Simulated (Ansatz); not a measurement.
input.yaml

```yaml
crystal:
  lattice:
    - [2.8778673291, 0.0, 0.0]
    - [0.0, 2.8778673291, 0.0]
    - [0.0, 0.0, 2.8778673291]
  atoms:
    - { symbol: Ga, position: [0.0, 0.0, 0.0] }
    - { symbol: Ni, position: [0.5, 0.5, 0.5] }
basis:
  ecutwfc: 500
kpoints:
  mp_grid: { grid: [14, 14, 14] }
  band_path:
    path:
      - [[0.0, 0.0, 0.0], [0.0, 0.5, 0.0], [0.5, 0.5, 0.0], [0.0, 0.0, 0.0], [0.5, 0.5, 0.5], [0.0, 0.5, 0.0]]
      - [[0.5, 0.5, 0.5], [0.5, 0.5, 0.0]]
    npoints: 14
hamiltonian:
  xc: r2scan
scf:
  occupations: { method: gaussian, width: 0.1 }
  n_extra_bands: 6
output:
  forces: true
  stress: true
  eigenvalues: true
  populations: true
  dos: { projected: true, de: 0.02, nscf_kmesh: { grid: [21, 21, 21] } }
  bader: true
  write_density: true
  write_potential: true
  elf: true
  volumetric_format: npy
```

Run as
```bash
ansatz run input.yaml --threads 1 --pin off --max-ram 2560MiB --backend cpu --events-out ev --progress --plain --runs-dir out
```

The calculation used DFT r2SCAN, scalar-relativistic, plane waves, PAW in Ansatz.

Part of what the program printed, abridged (iterations and final results):

```
SCF iter   1: F=—  HF=-9636.219019 eV  |F-HF|=—  |Δ(HF+E_count)|=         —  Δρ=2.57e-2  dr2=9.90e-2  dr2_τ=5.14e-2  ethr=1.77e-3  ⟨swp⟩=5.2  Hψ=11618  notcnv=0  defer=1
SCF iter   2: F=—  HF=-9636.286305 eV  |F-HF|=—  |Δ(HF+E_count)|=   6.73e-2  Δρ=9.84e-3  dr2=8.95e-3  dr2_τ=6.67e-4  ethr=3.19e-4  ⟨swp⟩=3.1  Hψ=5865  notcnv=0  defer=186
SCF iter   3: F=—  HF=-9636.283863 eV  |F-HF|=—  |Δ(HF+E_count)|=   2.44e-3  Δρ=9.29e-3  dr2=1.46e-2  dr2_τ=3.75e-5  ethr=2.89e-5  ⟨swp⟩=2.0  Hψ=4896  notcnv=0  defer=186
SCF iter   4: F=—  HF=-9636.282240 eV  |F-HF|=—  |Δ(HF+E_count)|=   1.62e-3  Δρ=2.50e-3  dr2=6.82e-4  dr2_τ=1.04e-5  ethr=2.89e-5  ⟨swp⟩=2.5  Hψ=3588  notcnv=0  defer=186
SCF iter   5: F=—  HF=-9636.282054 eV  |F-HF|=—  |Δ(HF+E_count)|=   1.86e-4  Δρ=1.95e-3  dr2=5.01e-4  dr2_τ=9.16e-7  ethr=2.20e-6  ⟨swp⟩=2.0  Hψ=3423  notcnv=0  defer=186
SCF iter   6: F=—  HF=-9636.282029 eV  |F-HF|=—  |Δ(HF+E_count)|=   2.51e-5  Δρ=4.88e-4  dr2=3.99e-5  dr2_τ=1.98e-7  ethr=1.61e-6  ⟨swp⟩=2.5  Hψ=3399  notcnv=0  defer=186
SCF iter   7: F=—  HF=-9636.282020 eV  |F-HF|=—  |Δ(HF+E_count)|=   9.19e-6  Δρ=2.19e-4  dr2=6.24e-6  dr2_τ=3.24e-8  ethr=1.29e-7  ⟨swp⟩=2.5  Hψ=3823  notcnv=0  defer=186
SCF iter   8: F=—  HF=-9636.282019 eV  |F-HF|=—  |Δ(HF+E_count)|=   3.80e-7  Δρ=4.08e-5  dr2=2.06e-7  dr2_τ=3.94e-9  ethr=2.01e-8  ⟨swp⟩=1.7  Hψ=3156  notcnv=0  defer=186
SCF iter   9: F=-9636.282019 eV  HF=-9636.282019 eV  |F-HF|=2.38e-10  |Δ(HF+E_count)|=   4.82e-9  Δρ=3.17e-6  dr2=1.28e-9  dr2_τ=8.54e-11  ethr=3.23e-10  ⟨swp⟩=12.3  Hψ=18179  notcnv=0
SCF 1 converged in 9 iterations: F = -9636.282019 eV  dr2 = 1.28e-9
SCF converged after 9 iterations
Free energy (F): -9636.282019 eV
Harris-Foulkes:  -9636.282019 eV  (|F-HF|=2.38e-10)
Internal energy: -9636.278005 eV  (E = F + TS)
E sigma→0 (E₀):  -9636.280012 eV
Entropy (-TS):   -0.004014 eV (-2.007 meV/atom)
Fermi energy:    16.733709 eV
--- Per-component energies (eV) ---
  E_band       = -290.518161
  E_kinetic    = 402.734912
  E_local      = -5150.485114  (includes V_loc(G=0)·N_el)
  E_nonlocal   = 1073.962856
  E_hartree    = 2273.904762
  E_xc         = -141.956463
  E_vxc        = -178.068581  (∫ρ·V_xc dr)
  E_paw        = -3655.074302  (= ΣΔE_a)
  E_vpaw       = -998.519549  (= ΣTr[D̂ρ^β])
  E_aug_tail   = 0.000211  (compensation charges beyond the density's cutoff)
  E_vtau       = 12.050825  (kinetic-family band-sum trace: ∫τ·v_τ [+ j·A + Jᵃ·Aᵃ] dr)
  E_ewald      = -4438.411726
  E_core_change = -0.953138  (= ΣΔE_core)
  E_smearing   = -0.004014  (= −TS)
--- Forces (eV/Å), atoms counted from 1 ---
  atom   1  Ga     0.00000000     0.00000000     0.00000000
  atom   2  Ni     0.00000000     0.00000000     0.00000000
--- Stress (GPa, compression-positive) ---
        0.000328       0.000000       0.000000
        0.000000       0.000328       0.000000
        0.000000       0.000000       0.000328
  P = ⅓ Tr σ = 0.0003 GPa (0.003 kbar)
--- Band table (eV; the first three rows and the last of 120) ---
  k-point 0: bands = ["-90.1350", "-49.0719", "-49.0719", "-49.0719", "0.8689", "0.8689", "1.2327", "1.2327", "1.2327", "3.8633", "13.6636", "13.6636", "15.2707", "15.2707", "15.2707", "21.9845", "21.9845", "21.9845", "27.5443", "27.5443", "29.4476", "40.6549"]
  k-point 1: bands = ["-90.1349", "-49.0731", "-49.0718", "-49.0718", "0.8717", "0.8828", "1.2275", "1.2275", "1.2339", "3.9640", "13.6491", "13.6737", "15.2160", "15.2160", "15.2710", "21.1265", "22.1509", "22.1509", "27.5754", "28.1290", "29.9776", "39.6189"]
  k-point 2: bands = ["-90.1347", "-49.0766", "-49.0715", "-49.0715", "0.8795", "0.9207", "1.2128", "1.2128", "1.2370", "4.2665", "13.5703", "13.7025", "15.0712", "15.0712", "15.2718", "19.4687", "22.6309", "22.6309", "27.6688", "28.6696", "31.8978", "37.8908"]
  k-point 119: bands = ["-90.1304", "-49.0921", "-49.0921", "-49.0921", "0.9545", "0.9545", "0.9545", "1.3958", "1.3958", "12.2206", "12.2206", "12.2206", "15.7532", "15.7532", "17.7021", "20.2934", "20.2934", "20.2934", "20.9781", "20.9781", "20.9781", "24.8875"]
--- Löwdin populations: 2 sites ---
  site symbol q [e]
     0     Ga     13.4613
     1     Ni     17.4108
  spilling = 0.004128 (of n_electrons = 31.000000)
--- Bader charges: 2 sites ---
  site symbol charge [e]  shift [e]
     0     Ga      0.3429     0.0011
     1     Ni     -0.3429     0.0011
  estimated error of the sums over rays = 4.6e-4 e
```

The calculation finished and met its thresholds.

Time: 49 s on 1 thread of Oxide Virtual Turin-like Processor (Zen 5) (shared host), peak memory 0.47 GiB.